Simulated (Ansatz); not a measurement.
Input:

TiC:
```xyz
4
Lattice="3.6052 0.0000 0.0000 -1.8026 3.1222 0.0000 0.0000 0.0000 4.2858" Properties=species:S:1:pos:R:3 pbc="T T T"
Ti     0.0000     2.0815     1.0715
Ti     1.8026     1.0407     3.2144
C      0.0000     2.0815     3.2144
C      1.8026     1.0407     1.0715
```

This is the r²SCAN-relaxed structure. x, y and z are the axes in which the lattice vectors are written.

Problem. All from r²SCAN in the plane-wave PAW code Ansatz, unless another level is named. Give the Debye temperature from the elastic constants.

Solution. 667 K.

Problem. And the elastic constants (relaxed ions, GPa)?

Solution. C11 = 271, C12 = 208, C13 = 96.6, C33 = 523, C44 = 155.

Space group P6_3/mmc. The start of the workflow was typed in or built on a structure type; neither database checked (COD, Materials Project) lists it. It is not the phase usual at ambient conditions (space group No. 225). The cell was relaxed with r²SCAN under the symmetry of its start; its stability against distortions is not shown here. No spin polarisation was allowed. The volume moved by -16 % from the start of the relaxation. As this level gives no gap, shear constants depend on the k-mesh and smearing (Fermi–Dirac, 0.1 eV here).

Potentials: the earlier of the program's two PAW sets.
